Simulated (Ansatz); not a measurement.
**PtSe$_{2}$ (P-3m1), stationary points along a deformation path**

These are results of Ansatz, DFT LDA, scalar-relativistic, plane waves, PAW, not measurements. Cutoff 420 eV, Γ-centred 18×18×10 k-points, Fermi–Dirac smearing of 0.02 eV. Spin–orbit coupling is left out, which matters for the heavy elements here. No spin polarisation. Energies are free energies at this smearing, counted from the undisturbed cell; pressure is positive in compression.

Zero of the scan (as given, not relaxed at this level; it stands at -0.5 GPa):

```xyz
3
Lattice="3.7240 0.0000 0.0000 -1.8620 3.2251 0.0000 0.0000 0.0000 5.0620" Properties=species:S:1:pos:R:3 pbc="T T T"
Pt    0.0000    0.0000    0.0000
Se    0.0000    2.1501    1.2655
Se    1.8620    1.0750    3.7965
```

At fixed volume and fractional coordinates, lengths along (0.000, 0.000, 1.000) are scaled against those across it; ρ is that ratio over its starting value. V = 20.265 Å³/atom. Δσ is the stress along the axis less the mean stress across it (compression positive).

| ρ | ΔE (meV/atom) | Δσ (GPa) | space group |
| --- | --- | --- | --- |
| 0.800 | 110.7 | 12.68 | P-3m1 |
| 0.850 | 54.8 | 9.13 | P-3m1 |
| 0.920 | 10.5 | 4.12 | P-3m1 |
| 0.960 | 0.6 | 1.42 | P-3m1 |
| 1.000 | 0.0 | -1.08 | P-3m1 |
| 1.050 | 10.4 | -3.97 | P-3m1 |
| 1.100 | 31.1 | -6.51 | P-3m1 |
| 1.200 | 95.3 | -10.97 | P-3m1 |
| 1.300 | 182.5 | -14.70 | P-3m1 |

Problem. How does the stress give the slope of the energy, and where is the energy stationary?

Solution. Along the path d ln(length) is 2/3 d ln ρ on the axis and −1/3 d ln ρ across it, so dE/d ln ρ = −(2/3) V Δσ: the energy falls with ρ where Δσ is positive. Δσ vanishes or changes sign between ρ = 0.960 and 1.000, a minimum (near 0.98 by linear interpolation). Pairs of stationary points between two samples would go unseen, and could change a minimum read from distant neighbours into a maximum.

Problem. Integrate that slope from ρ = 1 to 1.200 by the trapezoid rule.

Solution. With V/N in Å³ and 1 eV/Å³ = 160.2 GPa the slopes at ρ = 1.000, 1.050, 1.100, 1.200 are 91, 335, 549, 925 meV/atom per unit of ln ρ. The steps add 10.4 + 20.6 + 64.1 = 95.1 meV/atom, against 95.3 from the energies; the trapezoid rule misses the curvature of the slope within each step.

Forces appear on the atoms along this scan, and letting them relax would lower the energy and soften the response. The gap closes along the scan, which can put kinks into the curve.

Cost: 9 runs of about 1.8 core-minutes in all, on AMD EPYC 9R14 (Zen 4) (shared hosts).